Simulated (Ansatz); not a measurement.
## Two states of VF$_{3}$

```
CELL_PARAMETERS angstrom
2.55942 1.47768 4.43672
-2.55942 1.47768 4.43672
0.00000 -2.95537 4.43672
ATOMIC_POSITIONS crystal
V 0.00000 0.00000 0.00000
V 0.50000 0.50000 0.50000
F 0.65010 0.84990 0.25000
F 0.25000 0.65010 0.84990
F 0.84990 0.25000 0.65010
F 0.34990 0.15010 0.75000
F 0.75000 0.34990 0.15010
F 0.15010 0.75000 0.34990
```

Single point in Ansatz 0.2.0 with r2SCAN. Cutoff 500 eV, PAW datasets, 5×5×5 Γ-centred k mesh, fermi-dirac filling (width 0.0347 eV).

State A: V1 up, V2 down (collinear spin). State B: V1 up, V2 up (collinear spin).

Problem. Which state is lower, and how do they differ?

Solution. State B is lower by 6.3 meV an atom at zero smearing.

```json
{"state": "A", "free energy (meV/atom)": "6.3", "largest moment in a small sphere (μB)": "1.49", "net moment (μB/cell)": "0.00", "gap on mesh (eV)": "0.82", "pressure (GPa)": "3.8", "largest force (eV/Å)": "0.19"}
{"state": "B", "free energy (meV/atom)": "0.0", "largest moment in a small sphere (μB)": "1.53", "net moment (μB/cell)": "4.00", "gap on mesh (eV)": "0.56", "pressure (GPa)": "3.3", "largest force (eV/Å)": "0.41"}
```

Origin: a database entry at a rescaled volume. Caveats: the state breaks the symmetry of the cell; an odd or shifted mesh can miss the band edges, so this level's true gap may be smaller.
